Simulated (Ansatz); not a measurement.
Ba2MgMoO6:
```xyz
10
Lattice="0.0000 4.0491 4.0491 4.0491 0.0000 4.0491 4.0491 4.0491 0.0000" Properties=species:S:1:pos:R:3 pbc="T T T"
Ba     2.0245     2.0245     2.0245
Ba     6.0736     6.0736     6.0736
Mg     4.0491     4.0491     4.0491
Mo     0.0000     0.0000     0.0000
O      1.9285     4.0491     4.0491
O      6.1696     4.0491     4.0491
O      4.0491     1.9285     4.0491
O      4.0491     6.1696     4.0491
O      4.0491     4.0491     1.9285
O      4.0491     4.0491     6.1696
```

Relaxed with r²SCAN.

**Question.** Give the Bader charges and basin volumes of the independent atoms, r²SCAN in the plane-wave PAW code Ansatz.

**Answer.** 

```csv
atom,Bader charge (e),Bader volume (Å³)
Ba1,+1.60,21.0
Mg3,+1.77,4.7
Mo4,+2.84,8.3
O5,-1.30,12.9
```

Space group Fm-3m. The workflow started from a Materials Project entry (that database holds measured and hypothetical structures alike); the Crystallography Open Database copy checked does not list it. Whether it is the stable phase at ambient conditions was not checked. The cell was relaxed with r²SCAN under the symmetry of its start; whether a distortion lowers the energy is not shown. The run is not spin-polarised. No Hubbard U is applied. Scalar-relativistic: spin–orbit coupling is off unless named, which matters more the heavier the elements.

Potentials: the later of the program's two PAW sets.
